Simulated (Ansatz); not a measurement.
**EuSe₂ (fluorite structure)**

Computed with Ansatz (plane waves, PAW, 420 eV cutoff): PBEsol, scalar-relativistic, collinear spin, 8×8×8 k-mesh, Gaussian smearing of 0.05 eV. The datasets are Ansatz's generated set soft_2.

```
Eu Se
1.0
     0.00000    3.42741    3.42741
     3.42741    0.00000    3.42741
     3.42741    3.42741    0.00000
Eu Se
1 2
Cartesian
  0.0000 0.0000 0.0000
  1.7137 1.7137 1.7137
  5.1411 5.1411 5.1411
```

The structure was built from a prototype; whether the compound forms in it isn't claimed.

Magnetic state: ferromagnetic, site spin moments Eu 6.42; Se -0.10 μB.

The cell is relaxed to zero pressure at this level.

The cell has space group Fm-3m (read at 0.01 Å). In it the stress is 0.00, 0.00, 0.00, 0.00, 0.00, 0.00 GPa and the largest force component 0.000 eV/Å. Each change below starts from this cell, without further relaxation. Stress is in GPa, positive in compression, in the order xx, yy, zz, yz, xz, xy; energies are counted from the cell above and are free energies with the smearing's entropy, which match forces and stress in a metal.

Task: What happens when atom 2 (Se) is moved by 0.08 Å along x?

Result: The energy changes by 11.5 meV per cell, and the force on it along the shift is -0.287 eV/Å (−F/u = 3.59 eV/Å²). Stress: -0.04, 0.14, 0.14, -0.72, 0.00, 0.00.
```
atom  Fx (eV/Å)     Fy     Fz
 Eu1      0.178  0.000  0.000
 Se2     -0.287  0.000  0.000
 Se3      0.110  0.000  0.000
```
In a harmonic crystal the energy would rise by −½F·u = ½ × 3.59 × 0.08² eV = 11.5 meV, which matches.

Task: What stress follows from an engineering strain of 1 % in yz, atoms carried along?

Result: 0.02, 0.01, 0.01, -0.23, 0.00, 0.00 GPa; the energy changes by 0.6 meV per cell.
| atom | Fx (eV/Å) | Fy | Fz |
| --- | --- | --- | --- |
| Eu1 | 0.000 | 0.000 | 0.000 |
| Se2 | -0.045 | 0.000 | 0.000 |
| Se3 | 0.045 | 0.000 | 0.000 |
The change of the stress over the strain gives a clamped-atom stiffness of about 23 GPa for this component.

Without a U the 4f levels of Eu lie too near the Fermi level, so their share of the states there, and what hangs on it, is overstated. For elements this heavy, spin–orbit coupling would shift levels and gaps; it isn't included here. The run wasn't fully tested for a lower electronic state. Site moments are of spin, integrated over atomic spheres. No antiparallel order was tried.
